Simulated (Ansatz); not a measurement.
CoSi2 (fluorite type, space group Fm-3m)

```yaml
crystal:
  lattice:
    - [0.00000, 2.65746, 2.65746]
    - [2.65746, 0.00000, 2.65746]
    - [2.65746, 2.65746, 0.00000]
  atoms:
    - { symbol: Co, position: [0.00000, 0.00000, 0.00000] }
    - { symbol: Si, position: [0.25000, 0.25000, 0.25000] }
    - { symbol: Si, position: [0.75000, 0.75000, 0.75000] }
```

Scan: atom 1 (Co, nearest neighbour Si at 2.301 Å; its periodic images, 3.8 Å or more away, move with it) is displaced along Cartesian z, direction (0.000, 0.000, 1.000) in Cartesian axes, by s. The other atoms stay.

The numbers are results of r2SCAN (plane waves to 500 eV, PAW, scalar-relativistic; Ansatz, a first-principles code), not measurements. k mesh 12×12×12 (Γ-centred), Fermi-Dirac smearing 0.05 eV. Energies are smeared free energies. With partly filled bands, energies and forces of such displacements shift with the k mesh and the smearing. CoSi2 is run without spin polarisation. CoSi2 was relaxed with its symmetry unable to fall. The zero of ΔE is the undisplaced structure. The last digit holds for this mesh only.

```
s (Å)   ΔE (meV/cell)
------  -------------
-0.690         2873.2
-0.552         1908.0
-0.414         1093.8
-0.276          488.3
-0.138          121.9
0.000             0.0
0.138           121.9
0.276           488.3
0.414          1093.8
0.552          1908.0
0.690          2873.2
```

### Question
What force constant k = d²E/ds² at s = 0 does the table give?

### Answer
13 eV/Å². It is the second difference of the nearest points, corrected with the next pair.

### Question
With k = 12.80 eV/Å² from the forces, is the well harmonic out to s = 0.690 Å?

### Answer
½ks² = 3047 meV/cell against the computed 2873 meV/cell, so the well is softer than harmonic there.

(For displaced atoms, the force is minus the slope of the energy, and its curvature is a force constant, which sets phonon frequencies.)
